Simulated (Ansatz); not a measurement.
PbO:
```cif
data_O2Pb2
_chemical_formula_sum 'Pb2 O2'
_space_group_name_H-M_alt 'P4/nmm :1'
_space_group_IT_number 129
_space_group_name_Hall 'P 4ab 2ab -1ab'
_cell_length_a 4.03435
_cell_length_b 4.03435
_cell_length_c 4.99524
_cell_angle_alpha 90.000
_cell_angle_beta 90.000
_cell_angle_gamma 90.000
loop_
_space_group_symop_operation_xyz
  'x, y, z'
  '-y+1/2, x+1/2, z'
  '-x, -y, z'
  'y+1/2, -x+1/2, z'
  'x+1/2, -y+1/2, -z'
  '-y, -x, -z'
  '-x+1/2, y+1/2, -z'
  'y, x, -z'
  '-x+1/2, -y+1/2, -z'
  'y, -x, -z'
  'x+1/2, y+1/2, -z'
  '-y, x, -z'
  '-x, y, z'
  'y+1/2, x+1/2, z'
  'x, -y, z'
  '-y+1/2, -x+1/2, z'
loop_
_atom_site_label
_atom_site_type_symbol
_atom_site_symmetry_multiplicity
_atom_site_Wyckoff_symbol
_atom_site_fract_x
_atom_site_fract_y
_atom_site_fract_z
_atom_site_occupancy
Pb1 Pb 2 c 0.50000 0.00000 0.23767 1
O1 O 2 a 0.00000 0.00000 0.00000 1
```

Relaxed with PBE+D3(BJ).

Q: Which orbitals make up the states near the band edges in PBE+D3(BJ) (plane waves, PAW; program Ansatz)?

A: Top 1 eV of the valence band: O 2p 64 %, Pb 6s 18 %, Pb 6p 15 %. Bottom 1 eV of the conduction band: Pb 6p 70 %, O 2s 9 %, O 2p 9 %, Pb 6s 7 %, outside the projected shells 5 %. Projections are on Löwdin-orthogonalised atomic valence shells; empty p or d shells of many metals are not among them.

Q: Tabulate the density of states.

A: States/eV per cell of 4 atoms, in 0.25 eV bins, energy from the valence-band maximum.

```csv
E (eV),total,O 2p,Pb 6p,Pb 6s
-7.85,3.42,1.00,0.11,2.25
-7.60,2.90,0.82,0.09,1.92
-7.35,2.53,0.69,0.07,1.68
-7.10,1.56,0.40,0.04,1.02
-6.85,1.16,0.26,0.05,0.76
-6.60,1.05,0.19,0.06,0.70
-6.35,0.75,0.13,0.04,0.50
-6.10,0.53,0.10,0.03,0.35
-5.85,0.39,0.07,0.02,0.26
-5.60,0.29,0.05,0.01,0.20
-5.35,0.22,0.03,0.01,0.15
-5.10,0.15,0.02,0.01,0.11
-4.85,0.10,0.01,0.00,0.07
-4.60,0.16,0.08,0.05,0.03
-4.35,0.95,0.59,0.32,0.01
-4.10,2.67,1.79,0.75,0.05
-3.85,2.99,2.07,0.79,0.04
-3.60,2.81,1.99,0.72,0.03
-3.35,2.96,2.18,0.67,0.03
-3.10,2.74,2.08,0.56,0.02
-2.85,1.24,0.97,0.23,0.00
-2.60,2.26,1.81,0.37,0.01
-2.35,3.38,2.61,0.63,0.05
-2.10,3.23,2.46,0.58,0.11
-1.85,4.10,2.89,0.75,0.36
-1.60,3.71,2.71,0.58,0.34
-1.35,4.68,3.69,0.57,0.33
-1.10,4.95,3.86,0.57,0.43
-0.85,2.11,1.37,0.39,0.32
-0.60,1.50,0.96,0.26,0.26
-0.35,0.93,0.59,0.12,0.21
-0.10,0.67,0.43,0.04,0.17
0.15,0.00,0.00,0.00,0.00
0.40,0.00,0.00,0.00,0.00
0.65,0.00,0.00,0.00,0.00
0.90,0.00,0.00,0.00,0.00
1.15,0.00,0.00,0.00,0.00
1.40,0.03,0.00,0.02,0.00
1.65,0.15,0.01,0.11,0.00
1.90,0.25,0.02,0.18,0.01
2.15,0.49,0.05,0.33,0.05
2.40,1.22,0.14,0.83,0.09
2.65,1.88,0.27,1.25,0.10
2.90,2.86,0.50,1.79,0.23
3.15,3.23,0.66,1.95,0.33
3.40,3.26,0.75,1.88,0.37
3.65,2.07,0.48,1.20,0.24
3.90,0.57,0.09,0.42,0.02
4.15,1.17,0.19,0.86,0.03
4.40,1.20,0.19,0.88,0.03
4.65,1.32,0.20,0.96,0.03
4.90,1.47,0.22,1.06,0.03
5.15,1.70,0.24,1.18,0.04
5.40,2.45,0.33,1.62,0.07
5.65,1.95,0.22,1.44,0.04
5.90,1.83,0.18,1.40,0.03
6.15,1.63,0.17,1.25,0.02
```

The cell was relaxed with PBE+D3(BJ) under the symmetry of its start; phonons on a q-mesh show no instability. Scalar-relativistic: spin–orbit coupling is off unless named, which matters more the heavier the elements.

Potentials: the later of the program's two PAW sets.
